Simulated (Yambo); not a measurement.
G0W0@PBEsol for a free-standing MoS₂ monolayer (symmetry P-6m2, slab cell 16.1 Å high) in Yambo. Reference settings: 6×6×1 Γ-centred k mesh, bands 2 to 131 and a 8 Ry block in the screening, 131 bands in G with the Bruneval-Gonze terminator, plasmon pole fitted at 27.2 eV, slab-truncated Coulomb interaction, stochastic integration of W near q = 0. The PBEsol gap K → K on this mesh is 1.81 eV; G0W0 gaps are taken between the same points.

The settings were changed. The gap went from 2.62 eV to 4.09 eV, and the shift of the valence edge from -0.13 eV to -0.87 eV.

### Question
What was changed between the two runs?
A. 7 Ry block
B. no stochastic integration of W
C. 48 bands in W, 48 bands in G
D. 48 bands in G, no terminator

### Answer
B, no stochastic integration of W. The others gave (gap, valence shift): 7 Ry block: 2.60, -0.11 eV; 48 bands in W, 48 bands in G: 2.64, 0.12 eV; 48 bands in G, no terminator: 2.74, 0.58 eV.

Spin-orbit coupling is not included.

Geometry relaxed with PBEsol; primitive cell a = b = 3.1410 Å, c = 16.1000 Å, α = β = 90.00°, γ = 120.00°.

A shift is the quasiparticle energy of the state minus its PBEsol energy.
